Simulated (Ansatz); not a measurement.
Consider a crystal of Ga3Se in space group Pm-3m (No. 221), with Ga on 3d; Se on 1b.

These are results of DFT PBE, scalar-relativistic, plane waves, PAW (Ansatz), not measurements. Cutoff 420 eV, Γ-centred mesh, Gaussian smearing, no spin polarisation.

The zero of energy is the elements' standard structures at the same level; no fitted shifts are applied.

Question: Give the relaxed lattice parameters and positions.

Answer:

Space group Pm-3m (No. 221). a = 4.408 Å, b = 4.408 Å, c = 4.408 Å, α = 90.00°, β = 90.00°, γ = 90.00°
| atom | site | symmetry | x | y | z |
| --- | --- | --- | --- | --- | --- |
| Ga | 3d | 4/mm.m | 0.5000 | 0.0000 | 0.0000 |
| Se | 1b | m-3m | 0.5000 | 0.5000 | 0.5000 |

Ga has 4 Se at 3.12 Å and 8 Ga at 3.12 Å; Se has 12 Ga at 3.12 Å.

Question: And its energy and gap?

Answer: The formation energy is −0.05 eV/atom and the gap on the 10×10×10 mesh of the 4-atom cell is 0 eV (a metal). A negative formation energy is needed for stability but isn't enough: competing phases decide.

The last run used Gaussian smearing of 0.10 eV. An odd number of electrons in the primitive cell allows no gap without spin; a larger cell or a magnetic state could open one. The cell is a metal run without spin; a magnetic state may lie lower. The reference form of Se is held partly by dispersion forces, which this level lacks. Symmetry constrained the relaxation, so the result can be a saddle point.
